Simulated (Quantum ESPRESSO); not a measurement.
```cif
data_Ba2Cu2F2S2
_chemical_formula_sum 'F2 S2 Cu2 Ba2'
_space_group_name_H-M_alt 'P 1'
_space_group_IT_number 1
_cell_length_a 4.12993
_cell_length_b 4.12993
_cell_length_c 9.10647
_cell_angle_alpha 90.000
_cell_angle_beta 90.000
_cell_angle_gamma 90.000
loop_
_space_group_symop_operation_xyz
  'x, y, z'
loop_
_atom_site_label
_atom_site_type_symbol
_atom_site_fract_x
_atom_site_fract_y
_atom_site_fract_z
_atom_site_occupancy
F1 F 0.50000 0.50000 0.00000 1
F2 F 0.00000 0.00000 0.00000 1
S1 S 0.00000 0.50000 0.35651 1
S2 S 0.50000 0.00000 0.64349 1
Cu1 Cu 0.50000 0.50000 0.50000 1
Cu2 Cu 0.00000 0.00000 0.50000 1
Ba1 Ba 0.00000 0.50000 0.81990 1
Ba2 Ba 0.50000 0.00000 0.18010 1
```

The geometry is that of Materials Project entry mp-1080650, symmetrised and not relaxed again.

What does LDA (Quantum ESPRESSO, PseudoDojo norm-conserving, 92 Ry, without SOC) give for the electronic structure near the Fermi level?

The LDA gap is direct, 1.48 eV at Γ. Another valence extremum on the path lies within 0.02 eV, too close to call. The filled Cu 3d shell has no Hubbard U; semilocal functionals place it too high.

The structure is a Materials Project entry; no match was found in the copy of COD used, and its stability was not checked.
